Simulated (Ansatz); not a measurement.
TePb:
```
CELL_PARAMETERS angstrom
      0.00000     3.26727     3.26727
      3.26727     0.00000     3.26727
      3.26727     3.26727     0.00000
ATOMIC_POSITIONS crystal
  Pb 0.00000 0.00000 0.00000
  Te 0.50000 0.50000 0.50000
```

Relaxed with r²SCAN. Special points in fractions of this cell's reciprocal vectors: Γ (0.000, 0.000, 0.000); X (0.500, 0.000, 0.500); U (0.625, 0.250, 0.625); K (0.375, 0.375, 0.750); L (0.500, 0.500, 0.500); W (0.500, 0.250, 0.750).

### Question
List the band energies nearest the valence-band maximum at these points for r²SCAN in the plane-wave PAW code Ansatz.

### Answer
In eV from the valence-band maximum; about four levels below and three above (degenerate sets whole), none deeper than 8.9 eV; points with the same levels are listed once.

```csv
k,below,above
Γ,-5.71 -1.36 -1.36 -1.36,4.31 4.31 4.31
X,-7.43 -4.42 -2.77 -2.77,3.73 5.70 5.70
U,-8.09 -4.04 -2.27 -2.03,3.84 3.97 5.54
L,-8.70 -0.91 -0.91 0.00,1.09 1.51 1.51
W,-8.11 -3.72 -3.72 -0.39,1.93 5.56 5.56
```

Space group Fm-3m (rock salt). Symmetry was held in the r²SCAN relaxation. The volume moved by -30 % from the start of the relaxation. Scalar-relativistic: spin–orbit coupling is off unless named, which matters more the heavier the elements.

Potentials: the later of the program's two PAW sets.
